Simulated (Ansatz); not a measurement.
Consider the following.

ZnSe:
Space group F-43m (No. 216); a = 5.7007 Å, b = 5.7007 Å, c = 5.7007 Å, α = 90.00°, β = 90.00°, γ = 90.00°

| atom | site | symmetry | x | y | z |
|---|---|---|---|---|---|
| Zn | 4a | -43m | 0.0000 | 0.0000 | 0.0000 |
| Se | 4d | -43m | 0.7500 | 0.7500 | 0.7500 |
(The calculation used a cell of 2 atoms; values per cell refer to that cell.)

This is the HSE06-relaxed structure.

Problem. All from DFT-HSE06 in the program Ansatz with PAW potentials, unless another level is named. Give the band gap.

Solution. 2.33 eV (direct).

Problem. Give the gap with spin–orbit coupling.

Solution. 2.19 eV (at the special points and the edges found without it).

Problem. Give the valence-band maximum.

Solution. at Γ.

The cell was relaxed with HSE06 under the symmetry of its start. The hybrid was solved on a coarse mesh, the path and, where they were found, the r²SCAN edge points; its band edges are the extreme levels among these. Spin–orbit coupling is left out wherever it is not named.

Potentials: the earlier of the program's two PAW sets.
